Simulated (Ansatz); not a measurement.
Sr₂NCl:
```
CELL_PARAMETERS angstrom
      1.94408     1.12242     7.03467
     -1.94408     1.12242     7.03467
      0.00000    -2.24483     7.03467
ATOMIC_POSITIONS crystal
  Sr 0.76981 0.76981 0.76981
  Sr 0.23019 0.23019 0.23019
  N  0.50000 0.50000 0.50000
  Cl 0.00000 0.00000 0.00000
```

Relaxed with r²SCAN.

### Question
Give the Bader charges and basin volumes of the independent atoms, the program Ansatz at the r²SCAN level (PAW).

### Answer


| atom | Bader charge (e) | Bader volume (Å³) |
|---|---|---|
| Sr1 | +1.44 | 18.9 |
| N3 | -2.01 | 22.6 |
| Cl4 | -0.87 | 31.6 |

Space group R-3m. The workflow started from a Materials Project entry (that database holds measured and hypothetical structures alike); the Crystallography Open Database files this formula in space group No. 166, but the cells were not matched. Its standing as an ambient phase is unchecked. Symmetry was held in the r²SCAN relaxation; its stability against distortions is not shown here.

Potentials: the later of the program's two PAW sets.
